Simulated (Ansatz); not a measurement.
Here is the system:

B2Ir:
```yaml
crystal:
  lattice:
    - [3.09841, 0.00000, 0.00000]
    - [-1.54920, 2.68330, 0.00000]
    - [0.00000, 0.00000, 3.18187]
  atoms:
    - { symbol: Ir, position: [0.00000, 0.00000, 0.00000] }
    - { symbol: B, position: [0.33333, 0.66667, 0.50000] }
    - { symbol: B, position: [0.66667, 0.33333, 0.50000] }
```

This is the PBEsol-relaxed structure. Cartesian axes are those of the cell as given.

All from the program Ansatz at the PBEsol level (PAW), unless another level is named. Estimate the bulk modulus (Birch–Murnaghan fit).

308 GPa.

Give the elastic constants (relaxed ions, GPa).

C11 = 407, C12 = 306, C13 = 248, C33 = 384, C44 = -47.5.

Next, the highest zone-centre frequency?

641 cm^-1.

Space group P6/mmm. The cell is a constructed one: a structure type filled with these elements; neither database checked (COD, Materials Project) lists it. Its standing as an ambient phase is unchecked. The cell was relaxed with PBEsol under the symmetry of its start. At this level the phase is dynamically unstable (imaginary phonons). The run is not spin-polarised. As this level gives no gap, shear constants depend on the k-mesh and smearing (Fermi–Dirac, 0.1 eV here). As this level gives no gap, phonon frequencies hold no LO–TO term and depend on the k-mesh and smearing (Fermi–Dirac, 0.1 eV here). Spin–orbit coupling is left out wherever it is not named.

Potentials: the earlier of the program's two PAW sets. The files were generated under PBE; for other functionals the program regenerates the frozen cores, and for LDA and PBEsol the local potential too.
